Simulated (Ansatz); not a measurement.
**Phonons of YS (rocksalt structure)**

Level of theory: DFT, PBEsol, scalar-relativistic, no spin polarisation; plane waves to 420 eV with PAW datasets (Ansatz 0.2.0), Gaussian smearing of 0.15 eV; PAW files: Ansatz's generated set soft_2.

```
CELL_PARAMETERS angstrom
0.00000 2.72969 2.72969
2.72969 0.00000 2.72969
2.72969 2.72969 0.00000
ATOMIC_POSITIONS crystal
Y 0.50000 0.50000 0.50000
S 0.00000 0.00000 0.00000
```

The start was a prototype's sites filled with these elements; the Crystallography Open Database holds the compound in this structure.

Force constants come from finite displacements in a 3×3×3 supercell (the unit cell's 12×12×12 k-mesh, folded to it); the long-range dipole term is not included. Points in reciprocal vectors of this cell: Γ = (0.000, 0.000, 0.000), X = (0.500, 0.000, 0.500), U = (0.625, 0.250, 0.625), K = (0.375, 0.375, 0.750), L = (0.500, 0.500, 0.500), W = (0.500, 0.250, 0.750).

Frequencies at the named points (cm⁻¹, imaginary ones negative):
| point | ω (cm⁻¹) |
| --- | --- |
| Γ | 0 0 0 299 299 299 |
| X | 78 78 82 293 293 299 |
| U | 101 106 113 290 292 294 |
| K | 101 106 113 290 292 294 |
| L | 144 144 145 284 284 299 |
| W | 97 97 128 287 294 294 |

Task: Is the structure dynamically stable along this path, and where does the spectrum end?

Result: Yes: no branch is imaginary beyond numerical noise. The highest frequency is 299 cm⁻¹, at Γ. Points that don't fit the supercell are interpolated.

Task: What does the harmonic approximation give for the vibrational free energy, entropy and heat capacity?

Result: Zero-point energy 37.6 meV/atom.
```csv
T (K),F_vib (meV/atom),S (J/K per mole of atoms),C_V (J/K per mole of atoms)
100,34.4,8.9,13.4
200,18.6,20.9,20.5
300,-7.9,29.8,22.8
400,-42.3,36.4,23.7
500,-82.9,41.8,24.1
600,-128.6,46.2,24.4
700,-178.5,50.0,24.5
800,-232.0,53.3,24.6
900,-288.8,56.2,24.7
1000,-348.3,58.8,24.7
```

The highest mode, 299 cm⁻¹, is worth 430 K. At 300 K the heat capacity has reached 91 % of the classical limit 3R = 24.9 J/K per mole of atoms.

The crystal is a metal or nearly so; low and unstable modes depend on mesh and smearing.

Run time: 6.7 min on 4 threads of Arm Neoverse V1, with other jobs on the host, peak memory 6.9 GiB.

The cell is a metal with an odd number of electrons, and spin polarisation wasn't tried.
